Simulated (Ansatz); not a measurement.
In3As (Pm-3m), an elastic constant from a strain scan

All numbers below come from DFT PBE+D3(BJ), scalar-relativistic, plane waves, PAW (Ansatz 0.2.0). Settings: plane waves to 420 eV, k-mesh 10×10×10 (Γ-centred), Gaussian smearing 0.15 eV. No spin polarisation. Energies are free energies at this smearing, counted from the undisturbed cell; pressure is positive in compression.

The undisturbed cell (relaxed at this level; it needn't be the usual structure):

```
In As
1.0
     4.60214    0.00000    0.00000
     0.00000    4.60214    0.00000
     0.00000    0.00000    4.60214
In As
3 1
Cartesian
  0.0000 2.3011 2.3011
  2.3011 0.0000 2.3011
  2.3011 2.3011 0.0000
  0.0000 0.0000 0.0000
```

The cell is strained by ε times the Voigt pattern (0, 1, 0, 0, 0, 0) (xx, yy, zz, yz, xz, xy; engineering shear) with fractional coordinates fixed. The cell holds 4 atoms in V0 = 97.47 Å³. The stress column is τ = (1/V0) dE/dε, got from the stress tensor σ (compression positive) at each point as −det(1 + εP) σ : P(1 + εP)⁻¹, with P the pattern as a tensor.

| ε | ΔE (meV/atom) | τ (GPa) |
| --- | --- | --- |
| -0.0400 | 4.901 | -1.654 |
| -0.0300 | 2.730 | -1.208 |
| -0.0200 | 1.208 | -0.795 |
| -0.0100 | 0.304 | -0.396 |
| 0.0000 | 0.000 | -0.001 |
| 0.0100 | 0.312 | 0.418 |
| 0.0200 | 1.285 | 0.860 |
| 0.0300 | 2.921 | 1.288 |
| 0.0350 | 3.980 | 1.499 |
| 0.0400 | ? | ? |

Which combination of elastic constants does this scan measure, and how large is it?

For small ε, τ = τ0 + Kε with K = pᵀCp, which for this pattern is C11 in the cubic axes. The parabola through τ at ε = -0.0100, 0 and 0.0100 has slope K = 41 GPa at zero. The energies per cell, E = NΔE, of the same two points give K = 2[E(ε₊)/ε₊ − E(ε₋)/ε₋]/[(ε₊ − ε₋)V0] = 41 GPa, in agreement.

Predict the withheld row at ε = 0.0400 from the harmonic law, and compare.

ΔE = V0(τ0 ε + Kε²/2)/N = 4.948 meV/atom and τ = 1.63 GPa. The calculation gives 5.203 meV/atom and 1.71 GPa: the energy lies 5 % above the harmonic value.

In a metal these slopes depend on the k mesh and the smearing.

Cost: 10 runs of about 2.2 core-minutes in all, on Intel Xeon 6975P-C (Granite Rapids) (shared hosts).